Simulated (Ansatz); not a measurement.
Computed with Ansatz 0.2.0, DFT PBE, scalar-relativistic, plane waves, PAW. Settings: cutoff 420 eV, Γ-centred meshes spaced at most about 0.3 Å⁻¹, and about 0.25 Å⁻¹ or finer for metals (2π included), Gaussian smearing. No spin polarisation in the final relaxations.

Each of these unrelaxed guesses is relaxed in cell and atoms within its symmetry. A guess keeps its type if space group and coordination stay and the shape of the cell changes little (axis ratios within about 15 %, angles within 6°); the volume may change.

1. Sc4AlAs

```
Sc Al As
1.0
     0.00000    3.82462    3.82462
     3.82462    0.00000    3.82462
     3.82462    3.82462    0.00000
Sc Al As
4 1 1
Cartesian
  2.8579 4.7913 4.7913
  2.8579 2.8579 2.8579
  4.7913 2.8579 4.7913
  4.7913 4.7913 2.8579
  5.7369 5.7369 5.7369
  0.0000 0.0000 0.0000
```

2. Ga3Se

```
Ga Se
1.0
     2.24642    1.29697    5.84437
    -2.24642    1.29697    5.84437
     0.00000   -2.59395    5.84437
Ga Se
3 1
Direct
  0.81187 0.81187 0.81187
  0.18813 0.18813 0.18813
  0.00000 0.00000 0.00000
  0.50000 0.50000 0.50000
```

Task: Which guesses survive the relaxation?

Result: Guess 1 keeps its type.

```tsv
guess	kept	start group	end group	V start (Å³/atom)	V end	b/a and c/a, end over start	nearest neighbours start	nearest neighbours end
1	yes	F-43m	F-43m	18.6	22.2	1.00, 1.00	Al 16, As 16, Sc 6	Al 16, As 16, Sc 6
2	no	R-3m	R-3m	25.5	20.9	1.00, 1.43	Ga 6/8, Se 6	Ga 6, Se 6
```

Neighbours count within 15 % of an atom's shortest distance; end groups are read at 0.02 Å (0.05 Å in metals).

In Ga3Se R-3m an odd number of electrons in the primitive cell allows no gap without spin; a larger cell or a magnetic state could open one. Cells relaxed within their symmetry can be saddle points.

In counts of neighbours, a slash parts the counts of unlike sites.
